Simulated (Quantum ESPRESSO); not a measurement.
Band energies of Rb2LiTlF6

```
Rb2LiTlF6
1.0
    0.00000     4.34565     4.34565
    4.34565     0.00000     4.34565
    4.34565     4.34565     0.00000
Li F Rb Tl
1 6 2 1
Cartesian
  4.34565   4.34565   4.34565
  4.34565   4.34565   2.20507
  4.34565   4.34565   6.48623
  2.20507   4.34565   4.34565
  6.48623   4.34565   4.34565
  4.34565   2.20507   4.34565
  4.34565   6.48623   4.34565
  2.17283   2.17283   2.17283
  6.51848   6.51848   6.51848
  0.00000   0.00000   0.00000
```

norm-conserving LDA (Quantum ESPRESSO, 84 Ry, scalar-relativistic); path ΓXWKΓLUWLK,UX; energies in eV from the valence-band maximum.

| k (1/Å) | point | band 34 | band 35 | band 36 | band 37 | band 38 | band 39 | band 40 | band 41 |
|---|---|---|---|---|---|---|---|---|---|
| 0.00 | Γ | -0.12 | -0.12 | -0.12 | 0.00 | 0.00 | 3.27 | 8.45 | 8.45 |
| 0.48 |  | -0.47 | -0.43 | -0.43 | -0.13 | 0.00 | 3.99 | 8.14 | 9.31 |
| 0.72 | X | -0.57 | -0.46 | -0.46 | -0.14 | 0.00 | 4.23 | 8.22 | 9.67 |
| 0.72 | W | -0.48 | -0.42 | -0.29 | -0.29 | -0.12 | 4.20 | 8.78 | 8.78 |
| 0.98 | K | -0.45 | -0.45 | -0.40 | -0.24 | -0.06 | 4.18 | 8.50 | 9.05 |
| 1.17 |  | -0.40 | -0.37 | -0.30 | -0.29 | -0.09 | 4.04 | 8.49 | 8.84 |
| 1.55 |  | -0.21 | -0.17 | -0.14 | -0.05 | -0.03 | 3.43 | 8.15 | 8.61 |
| 1.75 | Γ | -0.12 | -0.12 | -0.12 | 0.00 | 0.00 | 3.27 | 8.45 | 8.45 |
| 1.90 |  | -0.17 | -0.17 | -0.14 | -0.03 | -0.03 | 3.38 | 8.18 | 8.57 |
| 2.21 |  | -0.37 | -0.37 | -0.26 | -0.07 | -0.07 | 3.85 | 8.11 | 9.23 |
| 2.37 | L | -0.39 | -0.36 | -0.34 | -0.07 | -0.07 | 3.94 | 8.15 | 9.39 |
| 2.59 |  | -0.43 | -0.35 | -0.32 | -0.21 | -0.07 | 4.04 | 8.37 | 9.05 |
| 2.81 | U | -0.45 | -0.45 | -0.40 | -0.24 | -0.06 | 4.18 | 8.50 | 9.05 |
| 2.81 | W | -0.48 | -0.42 | -0.29 | -0.29 | -0.12 | 4.20 | 8.78 | 8.78 |
| 3.07 |  | -0.44 | -0.34 | -0.34 | -0.23 | -0.09 | 4.07 | 8.43 | 8.99 |
| 3.33 | L | -0.39 | -0.36 | -0.34 | -0.07 | -0.07 | 3.94 | 8.15 | 9.39 |
| 3.55 |  | -0.43 | -0.35 | -0.32 | -0.21 | -0.07 | 4.04 | 8.37 | 9.05 |
| 3.77 | K | -0.45 | -0.45 | -0.40 | -0.24 | -0.06 | 4.18 | 8.50 | 9.05 |
| 3.77 | U | -0.45 | -0.45 | -0.40 | -0.24 | -0.06 | 4.18 | 8.50 | 9.05 |
| 4.02 | X | -0.57 | -0.46 | -0.46 | -0.14 | 0.00 | 4.23 | 8.22 | 9.67 |

The LDA gap is direct, 3.27 eV at Γ. Another valence extremum on the path lies within 0.02 eV, too close to call.

Spin-orbit coupling is left out; with 6p states at a band edge it can lower the gap by many tenths of an eV, most of a small gap.

Geometry of the Materials Project entry, not relaxed at this level.

The structure is a Materials Project entry; no match was found in the copy of COD used, and its stability was not checked.
